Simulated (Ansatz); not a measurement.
**SrFe3 in the AuCu3-type structure**

The computed numbers are results of PBEsol, scalar-relativistic (collinear spin) in the plane-wave PAW code Ansatz at 420 eV, Γ-centred 8×8×8 mesh, 0.05 eV Gaussian smearing. The datasets are Ansatz's generated set soft_2.

```xyz
4
Lattice="4.0011 0.0000 0.0000 0.0000 4.0011 0.0000 0.0000 0.0000 4.0011" Properties=species:S:1:pos:R:3 pbc="T T T"
Sr    0.0000    0.0000    0.0000
Fe    0.0000    2.0005    2.0005
Fe    2.0005    2.0005    0.0000
Fe    2.0005    0.0000    2.0005
```

The structure was built from a prototype; whether the compound forms in it isn't claimed.

Magnetic state: ferromagnetic, site spin moments Sr -0.06; Fe 2.58 μB.

Cell and atoms are those of this level's equilibrium.

The cell has space group Pm-3m (read at 0.01 Å). In it the stress is 0.00, 0.00, 0.00, 0.00, 0.00, 0.00 GPa and the largest force component 0.000 eV/Å. Each change below starts from this cell, without further relaxation. Stress is in GPa, positive in compression, in the order xx, yy, zz, yz, xz, xy; energies are counted from the cell above and are free energies with the smearing's entropy, which match forces and stress in a metal.

**Question.** What happens when atom 2 (Fe) is moved by 0.05 Å along x?

**Answer.** The energy changes by -2.0 meV per cell, and the force on it along the shift is 0.080 eV/Å (−F/u = -1.60 eV/Å²). Stress: 0.06, -0.02, -0.02, 0.00, 0.00, 0.00.
| atom | Fx (eV/Å) | Fy | Fz |
| --- | --- | --- | --- |
| Sr1 | -0.058 | 0.000 | 0.000 |
| Fe2 | 0.080 | 0.000 | 0.000 |
| Fe3 | -0.011 | 0.000 | 0.000 |
| Fe4 | -0.011 | 0.000 | 0.000 |

**Question.** What stress follows from an engineering strain of 3 % in xy, atoms carried along?

**Answer.** 0.02, 0.02, -0.09, 0.00, 0.00, -0.99 GPa; the energy changes by 6.0 meV per cell.
The change of the stress over the strain gives a clamped-atom stiffness of about 33 GPa for this component.
In a harmonic crystal the energy would rise by V(½Cε² − σ₀ε), with σ₀ the stress of the unstrained cell, = 5.9 meV, which matches.

Site moments are of spin, integrated over atomic spheres. A displaced or strained copy of the relaxed cell lay 0.5 meV/atom lower, so on this mesh the structure isn't a minimum; in a metal a finer mesh can change so small a difference. No antiparallel order was tried.
